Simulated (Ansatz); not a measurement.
BaO (rock salt), relaxed with HSE06 (Ansatz, a program for electronic structure, plane waves, PAW): a = b = c = 5.5312 Å, α = β = γ = 90.00°.

| Property | Value |
|---|---|
| gap (eV) | 3.30 |
| B₀ by P(V) fit (GPa) | 75.4 |

The same phase is relaxed and computed with LDA in the same code. What are the cell and these values now?

a = b = c = 5.434 Å, α = β = γ = 90.00°.

* **gap (eV)**: 1.68
* **B₀ by P(V) fit (GPa)**: 85.8

All cells were relaxed under the symmetry of their starts (and spin orders); stability against distortions was not tested throughout. Spin–orbit coupling is left out wherever it is not named.

Potentials: the later of the program's two PAW sets.

Ansatz is a plane-wave DFT program.
